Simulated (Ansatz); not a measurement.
CuI in space group P4/nmm (No. 129; Cu on 2b, I on 2c) at seven volumes, the program Ansatz at the LDA level (PAW), shape and atoms relaxed at each. One row is withheld.

| V (Å³/atom) | P (GPa) |
|---|---|
| 22.024 | 3.23 |
| 22.750 | 1.83 |
| 23.476 | 0.77 |
| 24.202 | 0.00 |
| 24.928 | ? |
| 25.654 | -0.85 |
| 26.381 | -1.02 |

**Question.** Fit the shown pressures and predict the withheld one.

**Answer.** Third-order Birch–Murnaghan: P = (3/2)B₀(x^(7/2) − x^(5/2))[1 + (3/4)(B′ − 4)(x − 1)] with x = (V₀/V)^(2/3). Least squares on the six rows gives V₀ = 24.217 Å³/atom, B₀ = 20.69 GPa, B′ = 11.44. At V = 24.928, x = 0.9809 and P = -0.50 GPa. The run itself gave -0.55 GPa.

The cell is a constructed one: a structure type filled with these elements; the Crystallography Open Database copy checked does not list it. It is not the phase usual at ambient conditions (space group No. 216). Symmetry was held in the LDA relaxation; phonons show weakly imaginary modes. The run is not spin-polarised. A crystal of weakly bound layers computed without a dispersion correction: the cell and the soft elastic constants depend strongly on that. Scalar-relativistic: spin–orbit coupling is off unless named, which matters more the heavier the elements.

Potentials: the earlier of the program's two PAW sets. The files were generated under PBE; for other functionals the program regenerates the frozen cores, and for LDA and PBEsol the local potential too.
